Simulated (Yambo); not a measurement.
Yambo run on Na3MoO3F3 (space group R3, No. 146). The wavefunctions are norm-conserving PBEsol (Quantum ESPRESSO, 88 Ry, without SOC) ones on a 2×2×2 mesh (40 occupied bands); a = b = c = 5.806 Å, α = β = γ = 57.29°.

Yambo input:

```
gw0
dyson
el_el_corr
HF_and_locXC
ppa
em1d
EXXRLvcs= 88 Ry
VXCRLvcs= 352 Ry
Chimod= "HARTREE"
% BndsRnXp
 5 | 203 |
%
NGsBlkXp= 7 Ry
% LongDrXp
 1.0 | 1.0 | 1.0 |
%
PPAPntXp= 27.2114 eV
% GbndRnge
 1 | 203 |
%
GTermKind= "BG"
DysSolver= "n"
ExtendOut
% QPkrange
 2 | 2 | 40 | 40 |
 4 | 4 | 40 | 41 |
%
```

k points by index: 2 = L, 4 = Z.

The o-*.qp file then holds:

```
#    K-point    Band    Eo [eV]    E [eV]    E-Eo [eV]    Vxc [eV]    Vnlxc [eV]    Sc|Eo [eV]    Sc|E [eV]    dSc/dw|Eo [eV]    Re(Z)    Im(Z)
#
    2    40    0.000000    -0.918340    -0.918340    -19.39828    -24.21476    3.660613    3.898138    -7.037171    0.794524    -0.001329
    4    40    -0.163698    -1.101801    -0.938103    -19.28752    -24.04558    3.579051    3.819959    -6.987081    0.795688    -0.001329
    4    41    4.085464    6.177459    2.091995    -18.06773    -12.44338    -3.119109    -3.532355    -5.375055    0.835051    -0.949070E-3
```
(The two width columns are left out.) Convergence of these settings isn't established.

Geometry of the Materials Project entry, not relaxed at this level.
